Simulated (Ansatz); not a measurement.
Rb$_{3}$CrF$_{6}$:
```yaml
crystal:
  lattice:
    - [0.00000, 4.54915, 4.54915]
    - [4.54915, 0.00000, 4.54915]
    - [4.54915, 4.54915, 0.00000]
  atoms:
    - { symbol: Rb, position: [0.25000, 0.25000, 0.25000] }
    - { symbol: Rb, position: [0.75000, 0.75000, 0.75000] }
    - { symbol: Rb, position: [0.50000, 0.50000, 0.50000] }
    - { symbol: Cr, position: [0.00000, 0.00000, 0.00000] }
    - { symbol: F, position: [0.78997, 0.21003, 0.21003] }
    - { symbol: F, position: [0.21003, 0.78997, 0.78997] }
    - { symbol: F, position: [0.21003, 0.78997, 0.21003] }
    - { symbol: F, position: [0.78997, 0.21003, 0.78997] }
    - { symbol: F, position: [0.21003, 0.21003, 0.78997] }
    - { symbol: F, position: [0.78997, 0.78997, 0.21003] }
```
The run is spin-polarised.

This is the HSE06-relaxed structure.

Q: All from HSE06 in the plane-wave PAW code Ansatz, unless another level is named. Estimate the Bader charges.

A: Rb +0.91 to +0.93, Cr +2.08, F -0.81 e.

Q: Predict the net moment.

A: 0.30 μB per atom.

Space group Fm-3m. The first step of the workflow began from a Materials Project structure, measured or hypothetical; the Crystallography Open Database copy checked does not list it. Its standing as an ambient phase is unchecked. Symmetry was held in the HSE06 relaxation; whether a distortion lowers the energy is not shown. Magnetic state: ferromagnetic, chosen from 3 collinear starts compared on coarse meshes with r²SCAN (ties went to the first, and starts can fall back to one state), not a proven ground state. Other orbital occupations within this spin state were not tried.

Potentials: the later of the program's two PAW sets.
